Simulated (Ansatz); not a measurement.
YF2:
```yaml
crystal:
  lattice:
    - [3.34570, 0.00000, 0.00000]
    - [-1.67285, 2.89746, 0.00000]
    - [0.00000, 0.00000, 8.78283]
  atoms:
    - { symbol: Y, position: [0.00000, 0.00000, 0.25000] }
    - { symbol: Y, position: [0.00000, 0.00000, 0.75000] }
    - { symbol: F, position: [0.33333, 0.66667, 0.39237] }
    - { symbol: F, position: [0.66667, 0.33333, 0.60763] }
    - { symbol: F, position: [0.66667, 0.33333, 0.89237] }
    - { symbol: F, position: [0.33333, 0.66667, 0.10763] }
```

Relaxed with LDA.

### Question
Decompose the optical modes at the zone centre into irreducible representations, and say which are infrared and Raman allowed.

### Answer
Point group 6/mmm: Γ_opt = A1g + A2u + 2B1g + B2u + E1g + E1u + 2E2g + E2u. Infrared: A2u, E1u. Raman: A1g, E1g, E2g.

### Question
Assign frequencies (DFPT, LDA in the plane-wave PAW code Ansatz).

### Answer
E1u 172i, E2g 111i, B1g 67, E2g 81, E2u 230, E1g 263, B2u 310, A2u 331, A1g 400, B1g 433 cm⁻¹.

Subscripts of B labels follow the axes of the standard setting.

Space group P6_3/mmc. The start of the workflow was typed in or built on a structure type; neither database checked (COD, Materials Project) lists it. Its standing as an ambient phase is unchecked. Symmetry was held in the LDA relaxation. At this level the phase is dynamically unstable (imaginary phonons). The run is not spin-polarised. A crystal of weakly bound layers computed without a dispersion correction: the cell and the soft elastic constants depend strongly on that. As this level gives no gap, phonon frequencies hold no LO–TO term and depend on the k-mesh and smearing (Fermi–Dirac, 0.1 eV here).

Potentials: the earlier of the program's two PAW sets. The files were generated under PBE; for other functionals the program regenerates the frozen cores, and for LDA and PBEsol the local potential too.
